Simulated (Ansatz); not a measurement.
Data:

CuI:
```xyz
2
Lattice="0.0000 3.0104 3.0104 3.0104 0.0000 3.0104 3.0104 3.0104 0.0000" Properties=species:S:1:pos:R:3 pbc="T T T"
Cu     4.5155     4.5155     4.5155
I      0.0000     0.0000     0.0000
```

This is the r²SCAN-relaxed structure.

Q: All from r²SCAN (plane waves, PAW; program Ansatz), unless another level is named. Estimate the bulk modulus (Birch–Murnaghan fit).

A: 43.8 GPa.

Q: Give the elastic constants (relaxed ions, GPa).

A: C11 = 56.1, C12 = 37.7, C44 = 22.9.

Q: Predict the highest zone-centre frequency (without LO–TO term).

A: 129 cm⁻¹.

Q: Predict the vibrational entropy at 300 K.

A: 46.2 J/(K·mol of atoms).

Space group F-43m (zinc blende). The cell was relaxed with r²SCAN under the symmetry of its start. No spin polarisation was allowed. Spin–orbit coupling is left out wherever it is not named.

Potentials: the earlier of the program's two PAW sets. The files were generated under PBE; for other functionals the program regenerates the frozen cores, and for LDA and PBEsol the local potential too.
